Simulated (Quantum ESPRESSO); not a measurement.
# SiAsO3F3: one run as intended and one with a planted mistake

A calculation, not a measurement. The program is pw.x of Quantum ESPRESSO 7.5 (plane-wave density functional theory). The cell is made up: 8 atoms on a quartz lattice with one site empty, with randomly drawn elements, strain and displacements, not relaxed. PseudoDojo standard norm-conserving files (v0.5 for PBE, v0.4.1 for LDA and PBEsol) set the functional; there is no spin polarisation, spin-orbit coupling or dispersion term, and the masses in the input are unused placeholders.

Intended input:

```
&control calculation='scf', pseudo_dir='./dojo.nc.sr.pbe.v0_5.standard.upf', outdir='./o', disk_io='medium', tprnfor=.true., tstress=.true. /
&system ibrav=0, nat=8, ntyp=4, nbnd=35, ecutwfc=84.00895049, nosym=.true., tot_charge=0,
 occupations='smearing', smearing='fd', degauss=0.0018374661
/
&electrons conv_thr=7.350e-09, electron_maxstep=60, /
ATOMIC_SPECIES
As 1.0 As.upf
F 1.0 F.upf
O 1.0 O.upf
Si 1.0 Si.upf
CELL_PARAMETERS angstrom
5.1306 0.0153 0.0381
-2.5521 4.5022 0.0274
0.0421 0.0593 5.5705
ATOMIC_POSITIONS angstrom
Si -1.0619 2.0819 1.8295
As 1.2414 2.3631 0.1005
O 1.3837 1.2472 4.3345
O 3.3648 0.791 2.5672
O 2.9259 2.6219 0.6738
F 0.3441 1.9408 1.1279
F -1.0227 3.2449 3.0087
F 0.8781 3.9499 4.9543
K_POINTS automatic
5 5 4 1 1 1
```

The log is shortened where brackets say so; the opening notice, blank lines, dates and the lines on written files are dropped, and the path of the files is cut. It prints rydbergs, bohrs and kilobars, and counts compression as positive stress. Where no state is partly filled, the Fermi energy that it prints is only some level between the filled and the empty states on the mesh, and need not lie in the true gap.

Log of the intended run:

```
     Program PWSCF v.7.5
     Parallel version (MPI & OpenMP), running on       1 processor cores
     Number of MPI processes:                 1
     Threads/MPI process:                     1
     [start-up lines left out]
     bravais-lattice index     =            0
     lattice parameter (alat)  =       9.6957  a.u.
     unit-cell volume          =     869.6519 (a.u.)^3
     number of atoms/cell      =            8
     number of atomic types    =            4
     number of electrons       =        58.00
     number of Kohn-Sham states=           35
     kinetic-energy cutoff     =      84.0090  Ry
     charge density cutoff     =     336.0358  Ry
     scf convergence threshold =      7.3E-09
     mixing beta               =       0.7000
     number of iterations used =            8  plain     mixing
     Exchange-correlation= PBE
                           (   1   4   3   4   0   0   0)
     [axes and pseudopotential details left out]
   Cartesian axes
     site n.     atom                  positions (alat units)
         1        Si     tau(   1) = (  -0.2069672   0.4057680   0.3565746  )
         2        As     tau(   2) = (   0.2419523   0.4605747   0.0195877  )
         3        O      tau(   3) = (   0.2696869   0.2430827   0.8448059  )
         4        O      tau(   4) = (   0.6558087   0.1541681   0.5003543  )
         5        O      tau(   5) = (   0.5702659   0.5110155   0.1313255  )
         6        F      tau(   6) = (   0.0670660   0.3782672   0.2198308  )
         7        F      tau(   7) = (  -0.1993270   0.6324399   0.5864039  )
         8        F      tau(   8) = (   0.1711441   0.7698463   0.9656066  )
     number of k points=    50  Fermi-Dirac smearing, width (Ry)=  0.0018
                       cart. coord. in units 2pi/alat
        k(    1) = (   0.0986626   0.1692036   0.1125856), wk =   0.0400000
        k(    2) = (   0.0969594   0.1668365   0.3428886), wk =   0.0400000
     [further k points left out]
     Dense  grid:    90511 G-vectors     FFT dimensions: (  60,  60,  64)
     Estimated max dynamical RAM per process >     117.78 MB
     Initial potential from superposition of free atoms
     starting charge      57.9991, renormalised to      58.0000
     Starting wfcs are   37 randomized atomic wfcs
     total cpu time spent up to now is       18.7 secs
     per-process dynamical memory:    87.8 Mb
     Self-consistent Calculation
     iteration #  1     ecut=    84.01 Ry     beta= 0.70
     Davidson diagonalization with overlap
     ethr =  1.00E-02,  avg # of iterations =  3.0
     total cpu time spent up to now is       62.8 secs
     total energy              =    -465.93906366 Ry
     estimated scf accuracy    <       2.67490668 Ry
     iteration #  2     ecut=    84.01 Ry     beta= 0.70
     Davidson diagonalization with overlap
     ethr =  4.61E-03,  avg # of iterations =  4.0
     total cpu time spent up to now is      109.3 secs
     total energy              =    -464.47730719 Ry
     estimated scf accuracy    <      14.64340048 Ry
     [iterations 3 to 12 left out]
     iteration # 13     ecut=    84.01 Ry     beta= 0.70
     Davidson diagonalization with overlap
     ethr =  9.54E-11,  avg # of iterations =  2.3
     total cpu time spent up to now is      524.1 secs
     total energy              =    -467.25805472 Ry
     estimated scf accuracy    <       0.00000002 Ry
     iteration # 14     ecut=    84.01 Ry     beta= 0.70
     Davidson diagonalization with overlap
     ethr =  3.54E-11,  avg # of iterations =  2.0
     total cpu time spent up to now is      561.5 secs
     End of self-consistent calculation
     [lines on levels left out]
     the Fermi energy is     2.7541 ev
!    total energy              =    -467.25805472 Ry
     estimated scf accuracy    <          3.6E-09 Ry
     smearing contrib. (-TS)   =      -0.00000001 Ry
     internal energy E=F+TS    =    -467.25805472 Ry
     The total energy is F=E-TS. E is the sum of the following terms:
     one-electron contribution =    -352.62905461 Ry
     hartree contribution      =     199.66361152 Ry
     xc contribution           =    -108.90293284 Ry
     ewald contribution        =    -205.38967879 Ry
     convergence has been achieved in  14 iterations
     Forces acting on atoms (cartesian axes, Ry/au):
     atom    1 type  4   force =    -0.45478898   -0.06382735    0.28896763
     atom    2 type  1   force =     0.74109410    0.14644535   -0.89693119
     atom    3 type  3   force =    -0.03887257    0.11341787    0.15075655
     atom    4 type  3   force =     0.10268604    0.06488507   -0.09388981
     atom    5 type  3   force =     0.00801646    0.02627892    0.01093324
     atom    6 type  2   force =    -0.38301063   -0.24165749    0.57687413
     atom    7 type  2   force =     0.03175774   -0.03471130   -0.08940790
     atom    8 type  2   force =    -0.00688216   -0.01083107    0.05269735
     Total force =     1.510674     Total SCF correction =     0.000109
     Computing stress (Cartesian axis) and pressure
          total   stress  (Ry/bohr**3)                   (kbar)     P=       92.20
   0.00128872   0.00041967  -0.00175949          189.58       61.74     -258.83
   0.00041967  -0.00030502  -0.00086066           61.74      -44.87     -126.61
  -0.00175949  -0.00086066   0.00089663         -258.83     -126.61      131.90
     init_run     :     18.30s CPU     18.54s WALL (       1 calls)
     electrons    :    523.83s CPU    542.82s WALL (       1 calls)
     forces       :      7.33s CPU      7.40s WALL (       1 calls)
     stress       :     26.91s CPU     27.09s WALL (       1 calls)
     [timing details left out]
     PWSCF        :   9m36.71s CPU   9m56.57s WALL
     JOB DONE.
```

A second run has one planted mistake: the k-point mesh is too coarse. The input lines that differ, file-writing options aside:

```
- 5 5 4 1 1 1
+ 1 1 1 1 1 1
```

Its log:

```
     Program PWSCF v.7.5
     Parallel version (MPI & OpenMP), running on       1 processor cores
     Number of MPI processes:                 1
     Threads/MPI process:                     1
     [start-up lines left out]
     bravais-lattice index     =            0
     lattice parameter (alat)  =       9.6957  a.u.
     unit-cell volume          =     869.6519 (a.u.)^3
     number of atoms/cell      =            8
     number of atomic types    =            4
     number of electrons       =        58.00
     number of Kohn-Sham states=           35
     kinetic-energy cutoff     =      84.0090  Ry
     charge density cutoff     =     336.0358  Ry
     scf convergence threshold =      7.3E-09
     mixing beta               =       0.7000
     number of iterations used =            8  plain     mixing
     Exchange-correlation= PBE
                           (   1   4   3   4   0   0   0)
     [axes and pseudopotential details left out]
   Cartesian axes
     site n.     atom                  positions (alat units)
         1        Si     tau(   1) = (  -0.2069672   0.4057680   0.3565746  )
         2        As     tau(   2) = (   0.2419523   0.4605747   0.0195877  )
         3        O      tau(   3) = (   0.2696869   0.2430827   0.8448059  )
         4        O      tau(   4) = (   0.6558087   0.1541681   0.5003543  )
         5        O      tau(   5) = (   0.5702659   0.5110155   0.1313255  )
         6        F      tau(   6) = (   0.0670660   0.3782672   0.2198308  )
         7        F      tau(   7) = (  -0.1993270   0.6324399   0.5864039  )
         8        F      tau(   8) = (   0.1711441   0.7698463   0.9656066  )
     number of k points=     1  Fermi-Dirac smearing, width (Ry)=  0.0018
                       cart. coord. in units 2pi/alat
        k(    1) = (  -0.4941644  -0.8472014  -0.4477765), wk =   2.0000000
     Dense  grid:    90511 G-vectors     FFT dimensions: (  60,  60,  64)
     Estimated max dynamical RAM per process >     117.78 MB
     Initial potential from superposition of free atoms
     starting charge      57.9991, renormalised to      58.0000
     Starting wfcs are   37 randomized atomic wfcs
     total cpu time spent up to now is        2.5 secs
     per-process dynamical memory:    68.0 Mb
     Self-consistent Calculation
     iteration #  1     ecut=    84.01 Ry     beta= 0.70
     Davidson diagonalization with overlap
     ethr =  1.00E-02,  avg # of iterations =  3.0
     total cpu time spent up to now is        3.4 secs
     total energy              =    -465.94771215 Ry
     estimated scf accuracy    <       2.67381315 Ry
     iteration #  2     ecut=    84.01 Ry     beta= 0.70
     Davidson diagonalization with overlap
     ethr =  4.61E-03,  avg # of iterations =  4.0
     total cpu time spent up to now is        4.2 secs
     total energy              =    -464.40457044 Ry
     estimated scf accuracy    <      14.89635354 Ry
     [iterations 3 to 12 left out]
     iteration # 13     ecut=    84.01 Ry     beta= 0.70
     Davidson diagonalization with overlap
     ethr =  1.45E-10,  avg # of iterations =  2.0
     total cpu time spent up to now is       13.5 secs
     total energy              =    -467.25479718 Ry
     estimated scf accuracy    <       0.00000001 Ry
     iteration # 14     ecut=    84.01 Ry     beta= 0.70
     Davidson diagonalization with overlap
     ethr =  2.00E-11,  avg # of iterations =  2.0
     total cpu time spent up to now is       14.4 secs
     End of self-consistent calculation
     [lines on levels left out]
     the Fermi energy is     3.3532 ev
!    total energy              =    -467.25479718 Ry
     estimated scf accuracy    <          9.6E-10 Ry
     smearing contrib. (-TS)   =      -0.00000000 Ry
     internal energy E=F+TS    =    -467.25479718 Ry
     The total energy is F=E-TS. E is the sum of the following terms:
     one-electron contribution =    -352.44972700 Ry
     hartree contribution      =     199.48858273 Ry
     xc contribution           =    -108.90397412 Ry
     ewald contribution        =    -205.38967879 Ry
     convergence has been achieved in  14 iterations
     Forces acting on atoms (cartesian axes, Ry/au):
     atom    1 type  4   force =    -0.47159004   -0.08747864    0.30360806
     atom    2 type  1   force =     0.74224342    0.13301149   -0.89294758
     atom    3 type  3   force =    -0.03435443    0.11789533    0.17378088
     atom    4 type  3   force =     0.12495821    0.06916781   -0.11596187
     atom    5 type  3   force =     0.01140031    0.02513499    0.00610164
     atom    6 type  2   force =    -0.37140972   -0.21347726    0.54883282
     atom    7 type  2   force =     0.02060603   -0.03077502   -0.08115201
     atom    8 type  2   force =    -0.02185379   -0.01347870    0.05773806
     Total force =     1.504929     Total SCF correction =     0.000029
     Computing stress (Cartesian axis) and pressure
          total   stress  (Ry/bohr**3)                   (kbar)     P=       84.55
   0.00115099   0.00044227  -0.00182587          169.32       65.06     -268.59
   0.00044227  -0.00034002  -0.00083195           65.06      -50.02     -122.38
  -0.00182587  -0.00083195   0.00091334         -268.59     -122.38      134.36
     init_run     :      2.25s CPU      2.34s WALL (       1 calls)
     electrons    :     10.92s CPU     11.90s WALL (       1 calls)
     forces       :      0.41s CPU      0.44s WALL (       1 calls)
     stress       :      1.11s CPU      1.16s WALL (       1 calls)
     [timing details left out]
     PWSCF        :     14.90s CPU     16.11s WALL
     JOB DONE.
```

|  | intended run | run with the mistake |
| --- | --- | --- |
| free energy (eV) | -6357.370 | -6357.325 |
| smearing term -TS (eV) | 0.0000 | 0.0000 |
| pressure (GPa) | 9.22 | 8.46 |
| largest force component (eV/Å) | 23.061 | 22.959 |
| largest change of a force component (eV/Å) |  | 0.725 |
| iterations | 14 | 14 |

For scale, a rerun of the intended cell at a cutoff of 1437 eV and k mesh 7 x 7 x 6 moved values by no more than 0.004 eV in energy, 0.02 GPa in stress and 0.002 eV/Å in force.